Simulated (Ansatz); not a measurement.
## An elastic constant from a strain scan in Cu

Level of theory: DFT r2SCAN, scalar-relativistic, plane waves, PAW (Ansatz 0.2.0). The runs took a 500 eV cutoff, a Γ-centred 28×28×28 mesh and Gaussian smearing (0.15 eV). No spin polarisation. Energies are free energies at this smearing, counted from the undisturbed cell; pressure is positive in compression.

The starting cell (relaxed at this level; with this scan's settings it stands at -0.1 GPa):

```yaml
crystal:
  lattice:
    - [0.00000, 1.78844, 1.78844]
    - [1.78844, 0.00000, 1.78844]
    - [1.78844, 1.78844, 0.00000]
  atoms:
    - { symbol: Cu, position: [0.00000, 0.00000, 0.00000] }
```

The cell is strained by ε times the Voigt pattern (0, 1, 0, 0, 0, 0) (xx, yy, zz, yz, xz, xy; engineering shear) with fractional coordinates fixed. The cell holds 1 atom in V0 = 11.44 Å³. The stress column is τ = (1/V0) dE/dε, got from the stress tensor σ (compression positive) at each point as −det(1 + εP) σ : P(1 + εP)⁻¹, with P the pattern as a tensor.

```
      ε  ΔE (meV/atom)  τ (GPa)
-0.0100          0.710   -2.058
 0.0000          0.000    0.054
 0.0050          0.202    1.073
 0.0150          1.673    3.029
 0.0200              ?        ?
```

Which combination of elastic constants does this scan measure, and how large is it?

For small ε, τ = τ0 + Kε with K = pᵀCp, which for this pattern is C11 in the cubic axes. The parabola through τ at ε = -0.0100, 0 and 0.0050 has slope K = 206 GPa at zero. The energies per cell, E = NΔE, of the same two points give K = 2[E(ε₊)/ε₊ − E(ε₋)/ε₋]/[(ε₊ − ε₋)V0] = 208 GPa, in agreement.

Predict the withheld row at ε = 0.0200 from the harmonic law, and compare.

ΔE = V0(τ0 ε + Kε²/2)/N = 3.023 meV/atom and τ = 4.18 GPa. The calculation gives 2.922 meV/atom and 3.97 GPa, a miss of 3.3 % of the harmonic energy, so the harmonic law still holds here.

In a metal these slopes depend on the k mesh and the smearing.

Cost: 6 runs of about 5.7 core-minutes in all, on Intel Xeon Processor @ 2.50GHz (Skylake/Cascade Lake) (shared hosts).